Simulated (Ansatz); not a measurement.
CoGe:
```
CoGe
1.0
    5.80311     1.85745     0.00000
   -5.80311     1.85745     0.00000
   -0.78930     0.00000     4.80558
Co Ge
4 4
Cartesian
  0.00000   0.00000   0.00000
 -0.39465   0.00000   2.40279
  3.00194   1.85745   3.24304
 -3.79124   1.85745   1.56254
  3.52678   1.85745   0.87517
 -4.31608   1.85745   3.93041
  0.57992   1.85745   1.34788
 -1.36923   1.85745   3.45770
```

Relaxed with r²SCAN. Special points in fractions of this cell's reciprocal vectors: Γ (0.000, 0.000, 0.000); C (0.276, 0.276, 0.000); C2 (-0.276, 0.724, 0.000); Y2 (-0.500, 0.500, 0.000); M2 (-0.500, 0.500, 0.500); D (-0.266, 0.734, 0.500); D2 (0.266, 0.266, 0.500); A (0.000, 0.000, 0.500); L2 (0.000, 0.500, 0.500); V2 (0.000, 0.500, 0.000).

**Question.** List the band energies nearest the Fermi level at these points for r²SCAN in the plane-wave PAW code Ansatz.

**Answer.** In eV from the Fermi level; about four levels below and three above (degenerate sets whole), none deeper than 8.9 eV; points with the same levels are listed once.

```
k                     below           above
--  -----------------------  --------------
Γ   -0.91 -0.54 -0.51 -0.21  0.72 0.95 1.03
C   -0.65 -0.56 -0.54 -0.53  0.73 1.81 1.88
Y2  -0.54 -0.42 -0.34 -0.29  0.60 1.47 2.30
M2  -1.04 -1.00 -0.76 -0.45  0.53 1.09 1.24
D   -0.65 -0.62 -0.60 -0.07  1.25 1.31 2.87
A   -0.96 -0.84 -0.74 -0.43  0.16 0.75 1.95
L2  -0.70 -0.60 -0.53 -0.11  0.98 1.56 2.76
V2  -0.71 -0.65 -0.55 -0.53  0.71 1.68 2.11
```

Space group C2/m. The workflow started from a Materials Project entry (that database holds measured and hypothetical structures alike); the Crystallography Open Database copy checked does not list it. Whether it is the stable phase at ambient conditions was not checked. Symmetry was held in the r²SCAN relaxation; its stability against distortions is not shown here. No spin polarisation was allowed. Scalar-relativistic: spin–orbit coupling is off unless named, which matters more the heavier the elements.

Potentials: the earlier of the program's two PAW sets.
